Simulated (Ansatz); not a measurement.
Al (fcc, Cu type)

```xyz
2
Lattice="0.0000 4.0405 4.0405 2.0202 0.0000 2.0202 2.0202 2.0202 0.0000" Properties=species:S:1:pos:R:3 pbc="T T T"
Al     0.0000     0.0000     0.0000
Al     2.0202     2.0202     4.0405
```

A phonon eigenvector at L = (0.5, 0.0, 0.0) is frozen into this cell: atom i moves by Q times the vector below, so Q is the largest atomic displacement, in Å. The cell is held. It is one choice among 2 degenerate patterns. (q is in reciprocal vectors of the primitive cell; the cell shown is doubled to hold the pattern.)

```
atom       x       y       z
----  ------  ------  ------
Al1    0.285  -0.520   0.805
Al2   -0.285   0.520  -0.805
```

Calculation: PBE (plane waves to 420 eV, PAW, scalar-relativistic; Ansatz, a quantum-chemistry and plane-wave program). k mesh 10×20×20 (Γ-centred), Fermi-Dirac smearing 0.05 eV. With partly filled bands, energies and forces of such displacements shift with the k mesh and the smearing. Al was relaxed with its symmetry unable to fall. 

```tsv
Q (Å)	−dE/dQ from forces (eV/Å)
-0.180	0.625
-0.150	0.532
-0.120	0.433
-0.090	0.329
-0.060	0.221
-0.030	0.111
0.000	0.000
0.030	-0.111
0.060	-0.221
0.090	-0.329
0.120	-0.433
0.150	-0.532
0.180	-0.625
```

Task: What harmonic wavenumber does the curvature at Q = 0 give?

Result: 137 cm⁻¹. E″ = 3.70 eV/Å², M = Σ mᵢ|uᵢ|² = 54.0 u, ν̃ = 521.5·√(|E″|/M).

(A displaced cell: forces are minus the slopes of the energy, force constants its curvatures, and phonons follow from these.)
